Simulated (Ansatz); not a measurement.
**Field gradients of HfB₂ from run to run**

Cell of run 1: an entry of the Crystallography Open Database (COD), whose atoms a relaxation with PBE at fixed cell left in place.

```
Hf B
1.0
     3.14000    0.00000    0.00000
    -1.57000    2.71932    0.00000
     0.00000    0.00000    3.48000
Hf B
1 2
Cartesian
  0.0000 0.0000 0.0000
  0.0000 1.8129 1.7400
  1.5700 0.9064 1.7400
```

Atoms are numbered from 1 in the order listed; like atoms form one site, named after its first atom.

All runs are DFT with Ansatz 0.2.0 (plane waves and PAW, scalar-relativistic unless spin–orbit coupling is named, Γ-centred meshes, Fermi–Dirac smearing where given) in this cell.

Run 1: PBE, atoms relaxed; 420 eV, 17×17×13 k-points, smearing 0.05 eV.
Run 2: r2SCAN, at the relaxed atoms; 500 eV, 17×17×13 k-points, smearing 0.05 eV.
Run 3: PBE with spin–orbit coupling, at the relaxed atoms; 420 eV, 17×17×13 k-points, smearing 0.05 eV.
Run 4: LDA, at the relaxed atoms; 420 eV, 17×17×13 k-points, smearing 0.05 eV.

```tsv
run	Hf V_zz (η)
1	10.65 (0.00)
2	10.62 (0.00)
3	11.16 (0.00)
4	?
```

V_zz in 10²¹ V/m²; 1 of the 2 sets of like atoms are followed.

Problem. Estimate the row of run 4.

Solution. Hf: 11.05 (0.00). It lies nearest to run 3, from whose tensors on these sites it differs by 0.12 at most (largest principal value of the difference, on Hf). Taken one at a time, spin–orbit coupling moves the tensors on these sites by up to 0.52 (largest principal value of the change, on Hf), the functional (between the two that differ most) by 0.43 (Hf). Without a gap such differences can lie within the error of the k-mesh, so this order isn't firm.

In runs 1, 2, 3, 4 there is no gap above 0.1 eV, so the gradients can move by 10 % or more with the k-mesh. The cell isn't the equilibrium one in run 4 (calculated pressure -10 GPa), and the entry's cell may itself be off.
